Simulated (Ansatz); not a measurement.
Nb (diamond, space group No. 227) at seven volumes, the program Ansatz at the PBE level (PAW), scaled uniformly. One row is withheld.

| V (Å³/atom) | P (GPa) |
|---|---|
| 23.406 | 7.79 |
| 24.178 | 4.70 |
| 24.949 | 2.14 |
| 25.721 | 0.00 |
| 26.493 | -1.84 |
| 27.264 | ? |
| 28.036 | -4.79 |

Problem. Fit the shown pressures and predict the withheld one.

Solution. P = (3/2)B₀(x^(7/2) − x^(5/2))[1 + (3/4)(B′ − 4)(x − 1)] with x = (V₀/V)^(2/3). Least squares on the six rows gives V₀ = 25.714 Å³/atom, B₀ = 66.9 GPa, B′ = 4.47. At V = 27.264, x = 0.9617 and P = -3.44 GPa. The run itself gave -3.44 GPa.

Space group Fd-3m (diamond). The start of the workflow was typed in or built on a structure type; neither database checked (COD, Materials Project) lists it. It is not the phase usual at ambient conditions (space group No. 229). The PBE relaxation kept the symmetry of its start; whether a distortion lowers the energy is not shown. The run is not spin-polarised.

Potentials: the later of the program's two PAW sets.
